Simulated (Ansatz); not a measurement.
Computed with Ansatz, not measured. Plane-wave DFT: an element X is put into a periodic supercell of the crystal below and the atoms relax. X is one of the candidates, and is told by the neutral defect's formation energy over the elements (uncorrected), its moments where the run had spin, and its relaxed neighbours, eight at most.

```
cell
1.0
     2.6028   -4.4121    0.0000
     2.6028    4.4121    0.0000
     0.0000    0.0000    4.1344
Al Cu La
1 4 1
Direct
  0.0000 0.0000 0.5000
  0.1676 0.8324 0.0000
  0.8324 0.1676 0.0000
  0.0000 0.5000 0.5000
  0.5000 0.0000 0.5000
  0.5000 0.5000 0.0000
```

| quantity | value |
| --- | --- |
| host atoms in supercell | 24 |
| functional | PBEsol |
| wave cutoff | 420 eV |
| k mesh | 3, 3, 3 |
| k shift | 0, 0, 0 mesh steps |
| gaussian smearing | 0.05 eV |
| start displacement | 0.03 angstrom |
| electrons started on | no chosen atoms |
| candidate elements | C, N, P, Sc, Y, Zr |
| found formation energy | 0.372 eV |
| found largest move from host sites | 0.192 angstrom |

```csv
supercell vector,supercell times a (host cell vectors),supercell times b (host cell vectors),supercell times c (host cell vectors)
A,1,1,-1
B,-1,-1,-1
C,-1,1,0
```

```
change element  change kind  change place a (host cell vectors)  change place b (host cell vectors)  change place c (host cell vectors)
             X        on Cu                             -0.8324                              0.8324                                  -1
```

```
found neighbour element  found neighbour distance (angstrom)
                     Cu                                2.605
                     Cu                                2.605
                     Cu                                2.605
                     Cu                                2.605
                     Al                                2.756
                     Al                                2.756
                     Cu                                2.824
                     Cu                                2.825
```

Q: Which element is X?

A: Sc.

Caveats: one random start near the defect, so other minima are possible; the supercell is small.
